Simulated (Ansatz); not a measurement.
**Surface calculation: bcc Ta (111), 1 layer**

The slab is cut from the bcc crystal, the stable phase, as relaxed on PAW files (18.29 Å³/atom), with 16 Å of vacuum and a dipole correction:

```xyz
1
Lattice="4.6946 0.0000 0.0000 -2.3473 4.0656 0.0000 0.0000 0.0000 16.0000" Properties=species:S:1:pos:R:3 pbc="T T T"
Ta    0.0000    0.0000    8.0000
```

All numbers are PBE results (scalar-relativistic) from Ansatz 0.2.0, with a Γ-centred 9×9×1 k mesh, Fermi–Dirac smearing of 0.08 eV, no spin polarisation. Methods: LAPW: all electrons, basis error target 1 meV/atom; PAW: frozen-core files, cutoff 420 eV.

The bulk energy comes from a cell in the slab's orientation on a 9×9×13 mesh. The surface energy is (E(slab) − N·E(bulk))/2A at zero smearing, the mean of both faces; thin slabs carry quantum-size effects.

Spin–orbit coupling is left out, which matters for the heavy atoms.

Task: As cut, the LAPW slab lies 8.603 eV above 1 atom of bulk. What surface energy is that?

Result: Over two faces of 19.09 Å² it is 225.4 meV/Å², and times 16.02 J/m² per eV/Å² that gives γ = 3.611 J/m².

```csv
method,γ as cut (J/m²),Φ as cut (eV)
LAPW,3.611,4.24
PAW,3.614,4.25
```

Task: What changes if relativity is switched off, at the same positions?

Result: LAPW then gives: no gap, work function 4.13 eV.
